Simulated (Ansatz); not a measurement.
A relaxed cell of FeSi (P2₁3 (No. 198)), relaxed on a k-mesh at least as fine as the one used below. Level of theory: PBE (plane waves to 420 eV, PAW, scalar-relativistic; Ansatz, a quantum-chemistry and plane-wave program). Γ-centred k-mesh 5×5×5 on the run's cell (coarser than for final values), Fermi–Dirac smearing 0.05 eV.

```xyz
8
Lattice="4.4480 0.0000 0.0000 0.0000 4.4480 0.0000 0.0000 0.0000 4.4480" Properties=species:S:1:pos:R:3 pbc="T T T"
Fe     3.8422     3.8422     3.8422
Fe     1.6182     2.8297     0.6057
Fe     0.6057     1.6182     2.8297
Fe     2.8297     0.6057     1.6182
Si     0.7077     0.7077     0.7077
Si     2.9317     1.5163     3.7403
Si     3.7403     2.9317     1.5163
Si     1.5163     3.7403     2.9317
```

The atoms are displaced by (Å):

```tsv
atom	ux	uy	uz
Fe1	0.069	-0.054	0.091
Fe2	-0.013	-0.082	0.096
Fe3	-0.025	0.063	0.028
Fe4	0.062	0.101	0.018
Si5	-0.090	0.055	-0.048
Si6	0.153	-0.023	0.005
Si7	0.033	0.093	-0.072
Si8	-0.096	-0.074	0.161
```

Problem. What forces (eV/Å) and pressure result?

Solution. 
| atom | Fx | Fy | Fz |
|---|---|---|---|
| Fe1 | -2.03 | 0.95 | -1.90 |
| Fe2 | 0.76 | 1.13 | -0.77 |
| Fe3 | 1.33 | -1.46 | -0.62 |
| Fe4 | -1.44 | -1.35 | 0.33 |
| Si5 | 1.49 | -0.17 | 1.55 |
| Si6 | -2.43 | 0.40 | 0.80 |
| Si7 | -0.39 | -1.06 | 2.38 |
| Si8 | 2.72 | 1.56 | -1.75 |

Pressure +7.4 GPa.

Problem. Estimate the energy cost of the displacement in the harmonic approximation and compare with the calculation.

Solution. For a harmonic well ΔE = −½ Σ F·u = 1.220 eV a cell, or 152 meV/atom. The calculated energy relative to the undisplaced cell is +0.15 eV/atom, so the harmonic estimate holds well.

No spin polarisation in the result: the starting moments vanished. A magnetic state may lie lower.

The run that gave the undisplaced cell could not lose the symmetry of its start; a randomly shaken copy of 8 atoms returns to this structure.
